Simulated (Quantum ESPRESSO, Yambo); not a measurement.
**G0W0 results for MgO**

```xyz
2
Lattice="0.0000 2.0799 2.0799 2.0799 0.0000 2.0799 2.0799 2.0799 0.0000" Properties=species:S:1:pos:R:3 pbc="T T T"
O      2.0799     2.0799     2.0799
Mg     0.0000     0.0000     0.0000
```

Cell and atoms were relaxed with LDA from Materials Project entry mp-1265, within its symmetry.

Starting point: norm-conserving LDA (Quantum ESPRESSO, 84 Ry, no spin-orbit coupling). G0W0 in Yambo: 6×6×6 Γ-centred k mesh, bands 2 to 71 and a 14 Ry block in the screening, 71 bands in G with the Bruneval-Gonze terminator, plasmon pole fitted at 27.2 eV.

```
Property                                          Value
----------------------------------------------  -------
LDA gap along the band path                     5.07 eV
LDA gap between the mesh's edge points (Γ → Γ)  5.07 eV
G0W0 gap between the same points                7.88 eV
```

```json
[
 {"k point": "Γ", "band": "VB", "E LDA (eV)": "0.00", "E QP (eV)": "-1.55", "shift (eV)": "-1.55", "Z": "0.80"},
 {"k point": "Γ", "band": "CB", "E LDA (eV)": "5.07", "E QP (eV)": "6.33", "shift (eV)": "1.26", "Z": "0.85"},
 {"k point": "L", "band": "VB", "E LDA (eV)": "-0.69", "E QP (eV)": "-2.33", "shift (eV)": "-1.63", "Z": "0.80"},
 {"k point": "L", "band": "CB", "E LDA (eV)": "8.01", "E QP (eV)": "9.48", "shift (eV)": "1.47", "Z": "0.86"}
]
```

Energies count from the LDA valence-band maximum.

Nearest settings tried, and what they do to the gap: 54 bands in W, 54 bands in G: +5 meV; 11 Ry block (89 vectors against 137): -78 meV; 8×8×8 mesh: -7 meV. So the settings aren't converged at that level.
